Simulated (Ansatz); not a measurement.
**127I nuclear quadrupole resonance in SnI2O6F2**

Cell: a measured structure from the Crystallography Open Database (COD), its atoms then relaxed with PBE in this cell.

Space group P2_1 (No. 4); a = 5.4360, b = 9.9100, c = 6.2810 Å, β = 105.44°.

| site | Wyckoff | site symmetry | x | y | z |
| --- | --- | --- | --- | --- | --- |
| Sn | 2a | 1 | 0.8076 | 0.1284 | 0.7138 |
| I3 | 2a | 1 | 0.4164 | 0.2458 | 0.0632 |
| I5 | 2a | 1 | 0.1954 | 0.0190 | 0.3593 |
| O7 | 2a | 1 | 0.9449 | 0.0032 | 0.5107 |
| O9 | 2a | 1 | 0.1418 | 0.1986 | 0.2876 |
| O11 | 2a | 1 | 0.1434 | 0.2374 | 0.8101 |
| O13 | 2a | 1 | 0.6612 | 0.2631 | 0.9022 |
| O15 | 2a | 1 | 0.4635 | 0.0295 | 0.6158 |
| O17 | 2a | 1 | 0.4775 | 0.0666 | 0.1280 |
| F19 | 2a | 1 | 0.7042 | 0.2671 | 0.4716 |
| F21 | 2a | 1 | 0.9062 | 0.9900 | 0.9533 |

One atom of each set is listed.

All values are calculated (Ansatz; DFT, PBE, plane waves and PAW, scalar-relativistic, 420 eV cutoff, Γ-centred 4×2×4 k-points, Fermi–Dirac smearing 0.02 eV), not measured.

127I: I = 5/2, Q = -688.2 mb (year-2017 value). Static lattice, zero field.

(1) Predict the zero-field 127I lines of each site.

## Answers

(1) For I = 5/2 and η = 0 the lines are 3|C_Q|/20 and twice that; η pulls their ratio below 2.

```csv
site,atoms,V_zz (10²¹ V/m²),C_Q (MHz),η,line frequencies (MHz)
I3,2,-57.0,949,0.11,"144.3, 283.8"
I5,2,-56.2,935,0.10,"141.8, 280.0"
```

Without spin–orbit coupling the gradients at and beside I can be off by some per cent, at some sites by more.
